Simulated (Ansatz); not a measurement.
A trial cell of Cu was relaxed with r2SCAN (plane waves to 500 eV, PAW, scalar-relativistic; Ansatz, a first-principles code).

Before: R-3m, hexagonal axes (No. 166), hR2; a = 3.0827 Å, b = 3.0827 Å, c = 8.5747 Å, α = 90.00°, β = 90.00°, γ = 120.00°.

After relaxation:

Simulated powder pattern, neutron, λ = 1.5401 Å (kinematic, ideal powder, no thermal factors, coherent scattering alone; the 24 strongest lines at most, above 1 %, up to 2θ = 90°):

```csv
2θ (°),I/Imax (%)
43.79,100
51.01,58
75.03,66
```

Q: Identify the relaxed structure from its pattern: crystal system, space group and cell.

A: Cubic, Fm-3m (No. 225), cF4, fcc (Cu type); a = b = c = 3.5767 Å, α = β = γ = 90.00°. Sites: Cu 4b (0.500, 0.500, 0.500).

Q: Index the strongest lines.

A: 43.79° (111), 51.01° (200), 75.03° (220).

No spin polarisation in the result.

The run could not lose the symmetry of its start.
